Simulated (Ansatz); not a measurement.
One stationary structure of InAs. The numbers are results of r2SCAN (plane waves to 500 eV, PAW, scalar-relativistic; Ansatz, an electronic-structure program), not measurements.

```cif
data_As6In6
_chemical_formula_sum 'In6 As6'
_space_group_name_H-M_alt 'P 1'
_space_group_IT_number 1
_cell_length_a 4.31717
_cell_length_b 4.31717
_cell_length_c 21.18863
_cell_angle_alpha 90.000
_cell_angle_beta 90.000
_cell_angle_gamma 120.000
loop_
_space_group_symop_operation_xyz
  'x, y, z'
loop_
_atom_site_label
_atom_site_type_symbol
_atom_site_fract_x
_atom_site_fract_y
_atom_site_fract_z
_atom_site_occupancy
In1 In 0.00000 0.00000 0.99982 1
In2 In 0.00000 0.00000 0.49982 1
In3 In 0.66667 0.33333 0.83294 1
In4 In 0.33333 0.66667 0.33294 1
In5 In 0.66667 0.33333 0.16651 1
In6 In 0.33333 0.66667 0.66651 1
As1 As 0.00000 0.00000 0.87458 1
As2 As 0.00000 0.00000 0.37458 1
As3 As 0.66667 0.33333 0.70814 1
As4 As 0.33333 0.66667 0.20814 1
As5 As 0.66667 0.33333 0.04172 1
As6 As 0.33333 0.66667 0.54172 1
```

Question: Determine the symmetry and give the standard cell with its independent sites.

Answer: Space group P6₃mc (No. 186); a = b = 4.317 Å, c = 21.189 Å, α = β = 90.00°, γ = 120.00°

| atom | site | symmetry | x | y | z |
|---|---|---|---|---|---|
| In | 2a | 3m. | 0.0000 | 0.0000 | 0.4998 |
| In | 2b | 3m. | 0.3333 | 0.6667 | 0.3329 |
| In | 2b | 3m. | 0.6667 | 0.3333 | 0.1665 |
| As | 2a | 3m. | 0.0000 | 0.0000 | 0.3746 |
| As | 2b | 3m. | 0.3333 | 0.6667 | 0.2081 |
| As | 2b | 3m. | 0.6667 | 0.3333 | 0.0417 |

This is the AFLOW prototype AB_hP12_186_a2b_a2b (B6, as in SiC).

Question: Give the shortest distances between elements (the closest pairs, up to four, under 3.6 Å).

Answer: As–In 2.64 Å.

- Volume per atom: 28.50 Å³
- Band gap: 0.10 eV, direct at Γ (no spin-orbit coupling)

No spin polarisation in the result.

The run could not lose the symmetry of its start.

The first start was generated by placing the elements on the sites of a structure type. Materials Project lists a structure of InAs in the same space group, P6₃mc (No. 186); the sites were not compared with it, nor with measured phases. Known forms of InAs include space group No. 216.
